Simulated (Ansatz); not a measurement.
MoP$_{2}$:
Space group Cmc2₁ (No. 36); a = 3.124 Å, b = 11.140 Å, c = 4.954 Å, α = 90.00°, β = 90.00°, γ = 90.00°

```
atom  site  symmetry       x       y       z
----  ----  --------  ------  ------  ------
Mo      4a       m..  0.0000  0.0932  0.4977
P       4a       m..  0.0000  0.4301  0.3799
P       4a       m..  0.0000  0.7032  0.1974
```
(The calculation used a cell of 6 atoms; values per cell refer to that cell.)

This is the PBEsol-relaxed structure.

Q: All from PBEsol in the plane-wave PAW code Ansatz, unless another level is named. Estimate the bulk modulus (Birch–Murnaghan fit).

A: 188 GPa.

Q: Give the highest zone-centre frequency.

A: 530 cm⁻¹.

Space group Cmc2_1. The first step of the workflow began from a Materials Project structure, measured or hypothetical; the Crystallography Open Database copy checked does not list it. Whether it is the stable phase at ambient conditions was not checked. Symmetry was held in the PBEsol relaxation; its stability against distortions is not shown here. The run is not spin-polarised. As this level gives no gap, phonon frequencies hold no LO–TO term and depend on the k-mesh and smearing (Fermi–Dirac, 0.1 eV here).

Potentials: the earlier of the program's two PAW sets. The files were generated under PBE; for other functionals the program regenerates the frozen cores, and for LDA and PBEsol the local potential too.
